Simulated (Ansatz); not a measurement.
AlAg:
```xyz
2
Lattice="0.0000 2.6821 2.6821 2.6821 0.0000 2.6821 2.6821 2.6821 0.0000" Properties=species:S:1:pos:R:3 pbc="T T T"
Ag     0.0000     0.0000     0.0000
Al     2.6821     2.6821     2.6821
```

Relaxed with r²SCAN. Special points in fractions of this cell's reciprocal vectors: Γ (0.000, 0.000, 0.000); X (0.500, 0.000, 0.500); U (0.625, 0.250, 0.625); K (0.375, 0.375, 0.750); L (0.500, 0.500, 0.500); W (0.500, 0.250, 0.750).

Task: List the band energies nearest the Fermi level at these points for plane-wave PAW r²SCAN with spin–orbit coupling (Ansatz code).

Result: In eV from the Fermi level; about four levels below and three above (degenerate sets whole), none deeper than 8.9 eV; points with the same levels are listed once.

| k | below | above |
|---|---|---|
| Γ | -5.46 -5.46 -5.46 -5.46 -5.44 -5.44 | 4.53 4.53 4.74 4.74 4.74 4.74 |
| X | -3.27 -3.27 -2.04 -2.04 | 0.75 0.75 0.91 0.91 |
| U | -2.12 -2.12 -1.78 -1.78 | 1.94 1.94 5.06 5.06 |
| L | -5.08 -5.08 -3.27 -3.27 | 5.66 5.66 5.93 5.93 |
| W | -1.31 -1.31 -1.27 -1.27 | 8.91 8.91 9.44 9.44 |

Space group Fm-3m (rock salt). The start of the workflow was typed in or built on a structure type; neither database checked (COD, Materials Project) lists it. Whether it is the stable phase at ambient conditions was not checked. Symmetry was held in the r²SCAN relaxation. At this level the phase is mechanically unstable. No spin polarisation was allowed. The volume moved by 21 % from the start of the relaxation. Its formation energy is positive at this level, so the cell may be metastable or incomplete.

Potentials: the earlier of the program's two PAW sets.
